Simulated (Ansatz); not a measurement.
## Stability checks on a candidate for IrRh5

The cell was found from a structure generator's guess, not taken from experiment.

Method: DFT PBE, scalar-relativistic, plane waves, PAW (Ansatz 0.2.0). Cutoff 420 eV, Γ-centred 12×12×8 mesh (6-atom cell), Gaussian smearing of 0.10 eV, no spin polarisation.

```
CELL_PARAMETERS angstrom
4.72179 0.00000 0.00000
-2.36089 4.08919 0.00000
0.00000 0.00000 4.40082
ATOMIC_POSITIONS crystal
Ir 0.00000 0.00000 0.00000
Rh 0.66667 0.33333 0.00000
Rh 0.33333 0.66667 0.00000
Rh 0.33080 0.00000 0.50000
Rh 0.00000 0.33080 0.50000
Rh 0.66920 0.66920 0.50000
```

Energies over the elements count from the elements' standard structures at the same level, with no fitted energy shifts.

Question: These tests were run: energy against the elements; random kick, then relaxation without symmetry; phonons on a 2×2×2 q mesh; elastic tensor. What do they show?

Answer:

| test | result |
| --- | --- |
| energy against the elements | +0.03 eV/atom |
| random kick, then relaxation without symmetry | returns |
| phonons on a 2×2×2 q mesh | no imaginary mode on the mesh |
| elastic tensor | least eigenvalue 74 GPa |

It fails none of these tests outright. Other phases of the system weren't compared here, so this isn't yet thermodynamic stability. Undecided: energy against the elements (too near zero for this accuracy).

For metals, differences of a few meV/atom aren't resolved. These runs have no spin–orbit coupling, which can matter for Ir. The kick test ran on a coarse mesh. The run for the phonons used a 12×12×8 k mesh and Fermi–Dirac smearing of 0.15 eV. The run for the elastic tensor used a 12×12×8 k mesh and Fermi–Dirac smearing of 0.15 eV.
